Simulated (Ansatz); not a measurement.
## A plane-wave run on LuTlBi2O4

Input file of Ansatz 0.2.0:

```yaml
crystal:
  lattice:
    - [3.904924, 0.0, 0.0]
    - [0.0, 3.904924, 0.0]
    - [0.0, 0.0, 9.045304]
  atoms:
    - { symbol: Tl, position: [0.0, 0.0, 0.5] }
    - { symbol: Lu, position: [0.0, 0.0, 0.0] }
    - { symbol: O, position: [0.5, 0.0, 0.848] }
    - { symbol: O, position: [0.0, 0.5, 0.848] }
    - { symbol: O, position: [0.5, 0.0, 0.152] }
    - { symbol: O, position: [0.0, 0.5, 0.152] }
    - { symbol: Bi, position: [0.5, 0.5, 0.7193] }
    - { symbol: Bi, position: [0.5, 0.5, 0.2807] }
  symmetry: { tolerance: 0.0003 }
kpoints:
  mp_grid: { grid: [7, 7, 3], shift: [0, 0, 0] }
  band_path:
    path:
      - [0.0, 0.0, 0.0]
      - [0.0, 0.5, 0.0]
      - [0.5, 0.5, 0.0]
      - [0.0, 0.0, 0.0]
      - [0.0, 0.0, 0.5]
      - [0.0, 0.5, 0.5]
      - [0.5, 0.5, 0.5]
      - [0.0, 0.0, 0.5]
      - [0.0, 0.5, 0.0]
      - [0.0, 0.5, 0.5]
      - [0.5, 0.5, 0.0]
    npoints: 6
magnetization:
  spin_polarized: false
scf:
  occupations: { method: cold, width: 0.1186 }
  lower_state_search: "off"
  max_iter: 200
hamiltonian:
  pseudopotentials: { kind: paw }
  xc: r2scan
basis:
  ecutwfc: 500
  fft_grid_basis: typed
output:
  forces: true
  stress: true
  eigenvalues: true
  bader: true
  populations: true
  elf: true
  write_potential: true
  volumetric_format: npy
  dos:
    e_range: [-12, 8]
    de: 0.05
    projected: { site_lists: { Bi: [Bi], Lu: [Lu], O: [O], Tl: [Tl] } }
checkpoint:
  read: saved_state
```

The saved state is an earlier solution for the same cell, perhaps on another mesh. 

Parts of the output:

```
SCF iter   1: F=—  Δρ=1.42e-3  dr2=3.83e-3  dr2_τ=1.54e-3
SCF iter   2: F=—  S|Δr|=    0.00e0  Δρ=6.08e-4  dr2=9.12e-4  dr2_τ=3.13e-5
SCF iter   3: F=—  S|Δr|=    0.00e0  Δρ=4.60e-4  dr2=5.40e-4  dr2_τ=2.28e-5
SCF iter   4: F=—  S|Δr|=    0.00e0  Δρ=2.52e-4  dr2=1.82e-4  dr2_τ=6.84e-6
SCF iter   5: F=—  S|Δr|=    0.00e0  Δρ=1.23e-4  dr2=6.91e-5  dr2_τ=1.24e-6
SCF iter   6: F=—  S|Δr|=    0.00e0  Δρ=5.42e-5  dr2=1.42e-5  dr2_τ=1.98e-7
SCF iter   7: F=—  S|Δr|=    0.00e0  Δρ=1.96e-5  dr2=9.23e-7  dr2_τ=2.96e-8
SCF iter   8: F=—  S|Δr|=    0.00e0  Δρ=5.26e-6  dr2=1.00e-7  dr2_τ=3.80e-9
SCF iter   9: F=-53301.6741 eV  S|Δr|=    0.00e0  Δρ=2.26e-6  dr2=7.95e-9  dr2_τ=6.17e-10
Free energy (F): -53301.6741 eV
Harris-Foulkes:  -53301.6741 eV  (|F-HF|=1.62e-9)
Internal energy: -53301.6693 eV  (E = F + TS)
E sigma→0 (E₀):  -53301.6725 eV
Entropy (-TS):   -0.0048 eV (-0.595 meV/atom)
Fermi energy:    12.2770 eV
--- Forces (eV/Å), atoms counted from 1 ---
  atom   1  Tl     0.0000     0.0000     0.0000
  atom   2  Lu     0.0000     0.0000     0.0000
  atom   3  O      0.0000     0.0000     0.1137
  atom   4  O      0.0000     0.0000     0.1137
  atom   5  O      0.0000     0.0000    -0.1137
  atom   6  O      0.0000     0.0000    -0.1137
  atom   7  Bi     0.0000     0.0000     1.1289
  atom   8  Bi     0.0000     0.0000    -1.1289
--- Stress (GPa, compression-positive) ---
       -2.5016       0.0000       0.0000
        0.0000      -2.5016       0.0000
        0.0000       0.0000      -2.0584
  P = ⅓ Tr σ = -2.3539 GPa (-23.539 kbar)
--- Löwdin populations: 8 sites ---
  site symbol       q [e]
     0     Tl     13.3479
     1     Lu     23.8229
     2      O      6.7810
     3      O      6.7810
     4      O      6.7810
     5      O      6.7810
     6     Bi     13.6962
     7     Bi     13.6962
  spilling = 0.0034 (of n_electrons = 92.0000)
--- Bader charges: 8 sites ---
  site symbol  charge [e]  shift [e]
     0     Tl     -0.1399     0.0000
     1     Lu      2.2714     0.0004
     2      O     -1.2887     0.0004
     3      O     -1.2887     0.0004
     4      O     -1.2887     0.0004
     5      O     -1.2887     0.0004
     6     Bi      1.5117     0.0010
     7     Bi      1.5117     0.0010
```

Total energies depend on the potentials used, so only differences within one code and one set of settings carry meaning.

Origin: a known structure type with other elements, at an estimated volume, so it need not be a known compound. Caveats: many states at the Fermi level without spin polarisation, so a magnetic state may lie lower.
